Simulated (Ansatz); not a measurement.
**TiSb: how the free axis answers a strain**

TiSb, P6_3/mmc, a = 4.054 Å, c = 6.190 Å. The structure is a COD entry; whether it is the stable form wasn't checked. Ansatz: r2SCAN, PAW, 500 eV, Γ-centred 12×12×8 mesh on 4 atoms, Gaussian smearing 0.10 eV; no spin polarisation. Series: uniaxial strain along c, with a, b and atoms relaxed; x is the strain in per cent. y is the change of a in per cent of 4.054 Å.

| x (%) | y (%) |
| --- | --- |
| -2.0 | ? |
| -1.0 | 0.40 |
| 0.0 | 0.00 |
| 1.0 | -0.42 |
| 2.0 | -0.82 |

Task: Fit y = c1 x + c2 x² to the other rows, say what c1 measures, and predict the missing y.

Result: Least squares on the rows shown. y = −0.4064 x − 0.002727 x². So −c1 = 0.406 is Poisson's ratio for this pair of axes. At x = -2.0 the fit asked for gives 0.80 %. The run gave 0.81 %, so the fit is 0.01 % too low, within twice the rms miss on the fitted rows (0.007 %). The form still works here, 33 % of the fitted range beyond its end.

2 further runs of this set didn't finish or converge.